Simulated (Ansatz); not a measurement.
BAs (F-43m) from a database of computed structures: a one-shot G0W0 calculation in Ansatz (G0W0@PBE with 202 empty bands, a screening cutoff of 220 eV and a 6×6×6 mesh, norm-conserving potentials). The geometry is the r2SCAN minimum.

input.yaml:
```yaml
crystal:
  lattice:
    - [0.0, 2.3918674372, 2.3918674372]
    - [2.3918674372, 0.0, 2.3918674372]
    - [2.3918674372, 2.3918674372, 0.0]
  atoms:
    - { symbol: B, position: [0.25, 0.25, 0.25] }
    - { symbol: As, position: [0.0, 0.0, 0.0] }
kpoints:
  mp_grid: { grid: [6, 6, 6] }
hamiltonian:
  xc: pbe
  pseudopotentials: { kind: nc }
scf:
  occupations: { method: fixed }
gw:
  n_empty_bands: 202
  ecut_chi: 220
  qp_bands: [v2, c2]
  qp_kpoints: band_edges
  screening: { model: contour_deformation }
```

**Question.** What wall time did it need on 1 × NVIDIA H100 80GB HBM3 with 4 threads of AMD EPYC 7R13 Processor (Zen 3), on a shared host, load about 11.9 per core, and how much host memory at the peak?

**Answer.** About 59 s, with a peak of 1.6 GiB.

The log, with set-up remarks and timings taken out:
```
Pseudopotential: B, nc, valence charge 3, recommended cutoff 1116 eV (normal)
Pseudopotential: As, nc, valence charge 15, recommended cutoff 1142.878222 eV (normal)
Functional definition: PBE
Crystal: 2 atoms, lattice volume = 27.368 Å³
Basis set: ecut = 1142.878222 eV, 2421 PW (Γ)
Bands: 13, of which v1, the nominal top of the filled ones, is band 9 counted from 1 (8 counted from 0)
Symmetry: 24 space group operations
Space group: F-43m (ITA 216)
k-points: 16 of 216 (time reversal used)
SCF iter   1: HF=-2967.952402 eV  Δρ=7.82e-2  dr2=2.20e0
SCF iter   2: HF=-2967.330279 eV  Δρ=2.61e-2  dr2=1.60e-1
SCF iter   3: HF=-2967.300044 eV  Δρ=1.15e-2  dr2=2.32e-2
SCF iter   4: HF=-2967.299144 eV  Δρ=3.72e-3  dr2=2.69e-3
SCF iter   5: HF=-2967.299101 eV  Δρ=5.13e-4  dr2=5.32e-5
SCF iter   6: HF=-2967.299117 eV  Δρ=8.50e-5  dr2=1.19e-6
SCF iter   7: HF=-2967.299117 eV  Δρ=8.52e-6  dr2=7.46e-9
SCF 1 converged in 7 iterations: F = -2967.299117 eV  dr2 = 7.46e-9
Free energy (F): -2967.299117 eV
Fermi energy:    11.284352 eV
--- Per-component energies (eV) ---
  E_band       = -208.168922
  E_kinetic    = 2130.727455
  E_local      = -2393.157450
  E_nonlocal   = -1130.917859
  E_hartree    = 831.116154
  E_xc         = -681.722087
  E_vxc        = -477.054113
  E_ewald      = -1723.345331
--- G₀W₀: contour deformation, 7 samples at zero and on the imaginary axis and 1 off it, 216 q-points, 202 empty bands' worth ---
    ik  band        ε_KS         Σx   Σc(E_QP)       V_xc       Z   E_QP_lin       E_QP  E_QP is
     0     8     11.2844   -16.4261     0.7310   -15.0406  0.7935    10.6273    10.6299  root
     0     9     11.2844   -16.4261     0.7310   -15.0406  0.7935    10.6273    10.6299  root
     0    10     14.5638    -9.1287    -4.4911   -13.7991  0.7935    14.7433    14.7430  root
     0    11     14.5638    -9.1287    -4.4911   -13.7991  0.7935    14.7433    14.7430  root
     1     8     10.6072   -16.3511     0.9277   -14.7511  0.7911     9.9317     9.9348  root
     1     9     10.6072   -16.3511     0.9277   -14.7511  0.7911     9.9317     9.9348  root
     1    10     14.5717    -9.6263    -4.7332   -14.5544  0.7893    14.7670    14.7667  root
     1    11     15.4479    -9.0335    -4.7921   -14.0269  0.7862    15.6497    15.6493  root
     2     8      9.7770   -16.5938     1.3056   -14.5661  0.7864     9.0506     9.0549  root
     2     9      9.7770   -16.5938     1.3056   -14.5661  0.7864     9.0506     9.0549  root
     2    10     14.1289    -9.9573    -4.6876   -14.8062  0.7907    14.2904    14.2901  root
     2    11     16.1203    -8.2585    -5.0501   -13.5168  0.7827    16.3291    16.3286  root
     3     8      9.4727   -16.7183     1.4528   -14.5231  0.7844     8.7255     8.7304  root
     3     9      9.4727   -16.7183     1.4528   -14.5231  0.7844     8.7255     8.7304  root
     3    10     13.9561   -10.0974    -4.6594   -14.9074  0.7913    14.1068    14.1066  root
     3    11     16.0779    -7.8988    -5.0096   -13.0998  0.7856    16.2696    16.2693  root
     4     8      9.5841   -16.2707     1.2800   -14.2795  0.7861     8.8687     8.8730  root
     4     9      9.5841   -16.2707     1.2800   -14.2795  0.7861     8.8687     8.8730  root
     4    10     13.5399    -8.6049    -4.2692   -12.9910  0.7985    13.6569    13.6568  root
     4    11     16.9035    -8.7284    -5.6831   -14.6177  0.7640    17.1103    17.1097  root
     9     8      7.8476   -16.6575     2.0435   -13.8203  0.7713     7.0461     7.0539  root
     9     9      7.8476   -16.6575     2.0435   -13.8203  0.7713     7.0461     7.0539  root
     9    10     12.5754    -8.2987    -4.0775   -12.3931  0.8039    12.5923    12.5923  root
     9    11     14.4306    -7.1604    -4.6759   -11.8814  0.8000    14.4756    14.4756  root
    12     8      7.2279   -16.8017     2.3119   -13.6750  0.7647     6.4037     6.4132  root
    12     9      7.2279   -16.8017     2.3119   -13.6750  0.7647     6.4037     6.4132  root
    12    10     12.7362    -7.9279    -4.1488   -12.0245  0.8039    12.6840    12.6840  root
    12    11     12.7387    -7.6556    -4.2577   -11.9509  0.8082    12.7763    12.7763  root
```

The points are ik 0 = (0, 0, 0) (Γ), ik 1 = (0, 0, 1/6), ik 2 = (0, 0, 1/3), ik 3 = (0, 0, -1/2), ik 4 = (0, 1/6, 1/6), ik 9 = (0, 1/3, 1/3), ik 12 = (0, -1/2, -1/2); band 9 is the last filled one.

G0W0 moves the gap on the mesh from 1.29 eV (PBE) to 1.96 eV (Γ to k = (0, 1/3, 1/3)). Renormalisation factors Z lie between 0.76 and 0.81. No extrapolation in bands, cutoff or mesh was made for G0W0.

No spin polarisation and no zero-point or thermal motion.

Spin-orbit coupling is left out.
